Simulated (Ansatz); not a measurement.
A crystal relaxed with r2SCAN in the plane-wave code Ansatz has space group P3m1 (No. 156) and a = 3.333 Å, c = 11.229 Å.

```json
{"atom": "Ga", "site": "1b", "x": "0.3333", "y": "0.6667", "z": "0.0262"}
{"atom": "Ga", "site": "1b", "x": "0.3333", "y": "0.6667", "z": "0.4757"}
{"atom": "Ga", "site": "1c", "x": "0.6667", "y": "0.3333", "z": "0.2508"}
{"atom": "La", "site": "1c", "x": "0.6667", "y": "0.3333", "z": "0.7501"}
{"atom": "Xx", "site": "1b", "x": "0.3333", "y": "0.6667", "z": "0.2009"}
{"atom": "Xx", "site": "1b", "x": "0.3333", "y": "0.6667", "z": "0.6478"}
{"atom": "Xx", "site": "1c", "x": "0.6667", "y": "0.3333", "z": "0.4259"}
{"atom": "Xx", "site": "1c", "x": "0.6667", "y": "0.3333", "z": "0.9726"}
```

r2SCAN gives an indirect gap of 1.15 eV, from K to Γ; the least direct gap is 1.68 eV at Γ. With HSE06 the valence top lies at K and the conduction bottom at Γ, 1.81 eV higher; the smallest vertical gap, at Γ, is 2.32 eV. PBE gives an indirect gap of 0.82 eV, from K to Γ; the least direct gap is 1.31 eV at Γ. Meshes: r2SCAN 12×12×2, HSE06 6×6×2, PBE 12×12×2. r2SCAN's ε∞ is 7.5 along x and y, 6.4 along z.

**Question.** Which element is Xx?
A. As
B. N
C. P
D. Bi

**Answer.** B. Xx is N: LaGa3N4 as one 8-atom ordering (P3m1) on the wurtzite lattice. Ga has 4 N at 1.96–2.02 Å; Ga has 4 N at 1.93–2.00 Å; Ga has 4 N at 1.97–2.00 Å; La has 4 N at 2.24–2.50 Å; N has 4 Ga at 1.96–2.00 Å; N has 1 Ga at 1.93 Å and 3 La at 2.24 Å; N has 4 Ga at 1.97–2.00 Å; N has 3 Ga at 2.02 Å and 1 La at 2.50 Å.

Note: simulated data, non-magnetic, for a generated structure that need not be the stable one.

Spin-orbit coupling is left out.

The meshes of the hybrids are coarse, so their gaps aren't converged to the digits shown.
